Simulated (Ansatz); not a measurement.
## Is this SnGe₃Te₄ structure a true minimum?

It was reached by relaxing an invented guess, and it needn't be the stable form of this composition.

The calculation used DFT PBE, scalar-relativistic, plane waves, PAW (Ansatz 0.2.0). Settings: cutoff 420 eV, Γ-centred mesh 6×6×6 on the computed 8-atom cell, Gaussian smearing of 0.10 eV; no spin polarisation.

The cell below (8 atoms, space group Pm-3m (No. 221)) is relaxed within its symmetry.

```
Sn Ge Te
1.0
     6.12712    0.00000    0.00000
     0.00000    6.12712    0.00000
     0.00000    0.00000    6.12712
Sn Ge Te
1 3 4
Direct
  0.00000 0.00000 0.00000
  0.50000 0.00000 0.50000
  0.50000 0.50000 0.00000
  0.00000 0.50000 0.50000
  0.00000 0.50000 0.00000
  0.50000 0.50000 0.50000
  0.00000 0.00000 0.50000
  0.50000 0.00000 0.00000
```

For the test it was strained at random (σ = 1.5 % a component), the atoms were moved at random (σ = 0.05 Å), and all was relaxed again on a coarse 4×4×4 mesh (in the run’s order of axes) with 0.20 eV smearing, with no symmetry imposed.

These runs have no spin–orbit coupling, which can matter for Te.

Task: What happens?

Result: It doesn't return. The energy falls by 22 meV/atom on that mesh, the volume changes by 3.4 %, and the end has space group R3m (No. 160) at a loose tolerance. Relaxed again on a 6×6×6 mesh with 0.01 eV smearing, the new structure lies 23 meV/atom below the first (mesh in the axes of the run's cell; the cell below is made exact in the group named). Space group R3m (No. 160), trigonal, a = 8.613 Å, c = 11.180 Å. Sn is surrounded by 6 Te at 3.03–3.20 Å; around Ge lie 3 Te at 2.86–2.88 Å and 3 Te at 3.37–3.38 Å; Te on a site of symmetry m has 2 Ge at 2.86 Å, 2 Sn at 3.03–3.20 Å and 2 Ge at 3.38 Å; around Te on a site of symmetry 3m lie 3 Ge at 2.88 Å and 3 Ge at 3.37 Å.

```
CELL_PARAMETERS angstrom
4.30658 2.48641 3.72678
-4.30658 2.48641 3.72678
0.00000 -4.97281 3.72678
ATOMIC_POSITIONS crystal
Sn 0.00152 0.00152 0.00152
Ge 0.02025 0.52035 0.52035
Ge 0.52035 0.52035 0.02025
Ge 0.52035 0.02025 0.52035
Te 0.48966 0.98093 0.98093
Te 0.48318 0.48318 0.48318
Te 0.98093 0.98093 0.48966
Te 0.98093 0.48966 0.98093
```
